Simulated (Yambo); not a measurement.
Quantum ESPRESSO input (PBEsol, PseudoDojo standard norm-conserving files, scalar-relativistic) whose wavefunctions are converted with p2y:

```
&CONTROL
  calculation = 'nscf'
  pseudo_dir = './pseudo'
  outdir = './out'
/
&SYSTEM
  ibrav = 0
  nat = 3
  ntyp = 2
  ecutwfc = 68.0
  ecutrho = 272.0
  occupations = 'fixed'
  force_symmorphic = .true.
  nbnd = 166
/
&ELECTRONS
  conv_thr = 3.0000000000000004e-09
  diago_full_acc = .true.
  diago_thr_init = 1e-08
/
ATOMIC_SPECIES
Si 28.0850 Si.upf
Ca 40.0780 Ca.upf
CELL_PARAMETERS angstrom
  0.000000000000   3.544181831000   3.544181831000
  3.544181831000   0.000000000000   3.544181831000
  3.544181831000   3.544181831000   0.000000000000
ATOMIC_POSITIONS crystal
Si   0.000000000000   0.000000000000   0.000000000000
Ca   0.750000000000   0.750000000000   0.750000000000
Ca   0.250000000000   0.250000000000   0.250000000000
K_POINTS automatic
2 2 2 0 0 0
```

Yambo's initialisation report on symmetry, reciprocal space, the k grid and the gaps on this mesh:

```
  [02.02] Symmetries
  ==================

  Inversion symmetry    : yes
  Spatial inversion     : yes
  Inversion index       :  25
  K-space Time-reversal : no
  Magnetic symmetries   : no
  Group table correct   : yes
  Symmetries units      :  [cc]

  [02.03] Reciprocal space
  ========================

  nG shells         :   416
  nG charge         :   45671
  nG WFs            :   6693
  nC WFs            :   5769
  G-vecs. in first 41 shells:  [ Number ]
     1    9   15   27   51   59   65   89  113
    137   169   181   229   259   283   307   331   339
    387   411   459   531   537   561   609   645   701
    725   749   821   869   893   941   965  1037  1067
   1139  1211  1243  1291  1363
  ...
  Shell energy in first 41 shells:  [ mHa ]
    0.00000      330.036      440.048      880.096      1210.13      1320.14      1760.19      2090.23      2200.24
    2640.29      2970.32      3520.38      3850.42      3960.43      4400.48      4730.52      4840.53      5280.58
    5610.61      5720.62      6160.67      6490.71      7040.77      7370.80      7480.82      7920.86      8250.90
    8360.91      8800.96      9131.00      9241.01      9681.06      10011.1      10561.2      10891.2      11001.2
    11441.2      11771.3      11881.3      12651.4      12761.4
  ...

  [02.04] K-grid lattice
  ======================

  Compatible Grid is   : 3D
  Base K vectors       :  K_min[ 1 ]  K_min[ 2 ]  K_min[ 3 ]
  K_min[ 1 ] :  0.500000  0.500000  0.500000 [rlu]
  K_min[ 2 ] : -0.500000  0.000000  0.000000 [rlu]
  K_min[ 3 ] :  0.000000 -0.500000  0.000000 [rlu]
  Grid dimensions      :  2  2  2
  K lattice UC volume  :  0.051603 [a.u.]

  IBZ K-points                                      :  3
  BZ  K-points                                      :   8

  K/Q-points units:
  rlu = crystal or reduced units; cc = cartesian coordinates; iku = interal k-units

  K [1]          [rlu]:  0.000000  0.000000  0.000000
         WF components:   5769
  K [2]          [rlu]:  0.000000  0.000000 -0.500000
         WF components:   5696
  K [3]          [rlu]:  0.000000 -0.500000 -0.500000
         WF components:   5706

  [02.05] Energies & Occupations
  ==============================

  [X] === General ===
  [X] Electronic Temperature                        :  0.000000  0.000000 [eV K]
  [X] Bosonic    Temperature                        :  0.000000  0.000000 [eV K]
  [X] Finite Temperature mode                       : no
  [X] El. density                                   :  0.26955E+24 [cm-3]
  [X] Fermi Level                                   :  5.334815 [eV]

  [X] === Gaps and Widths ===
  [X] Conduction Band Min                           :  0.466472 [eV]
  [X] Valence Band Max                              :  0.000000 [eV]
  [X] Filled Bands                                  :  12
  [X] Empty Bands                                   :   13  166
  [X] Direct Gap                                    :  0.466472 [eV]
  [X] Direct Gap localized at k                     :  3
  [X] Indirect Gap                                  :  0.466472 [eV]
  [X] Indirect Gap between kpts                     :  3  3
  [X] Last valence band width                       :  0.422669 [eV]
  [X] 1st conduction band width                     :  1.966574 [eV]
```
The gaps are PBEsol values on this mesh alone; only operations without fractional translations are kept.

Geometry relaxed with PBEsol.
